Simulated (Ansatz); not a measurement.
A relaxed structure of TiAl₃. Level of theory: PBEsol (plane waves to 420 eV, PAW, scalar-relativistic; Ansatz, a first-principles code).

```xyz
4
Lattice="3.9486 0.0000 0.0000 0.0000 3.9486 0.0000 0.0000 0.0000 3.9486" Properties=species:S:1:pos:R:3 pbc="T T T"
Ti     0.0000     0.0000     0.0000
Al     1.9743     1.9743     0.0000
Al     0.0000     1.9743     1.9743
Al     1.9743     0.0000     1.9743
```

Problem. Find the space group and the Wyckoff positions (tolerance 0.01 Å).

Solution. Space group Pm-3m (No. 221); a = b = c = 3.949 Å, α = β = γ = 90.00°

| atom | site | symmetry | x | y | z |
|---|---|---|---|---|---|
| Ti | 1a | m-3m | 0.0000 | 0.0000 | 0.0000 |
| Al | 3c | 4/mm.m | 0.0000 | 0.5000 | 0.5000 |

This is the Cu3Au type.

Problem. Give the shortest distances between elements (the closest pairs, up to four, under 3.6 Å).

Solution. Al–Ti 2.79 Å; Al–Al 2.79 Å.

The volume per atom comes out as 15.39 Å³. The band gap is zero (metallic).

No spin polarisation in the result.

The run could not lose the symmetry of its start; a randomly shaken copy of 8 atoms returns to this structure.

The first start was generated by placing the elements on the sites of a structure type. Materials Project lists a structure of TiAl3 in the same space group, Pm-3m (No. 221); the sites were not compared with it, nor with measured phases. Known forms of TiAl3 include space group No. 139.
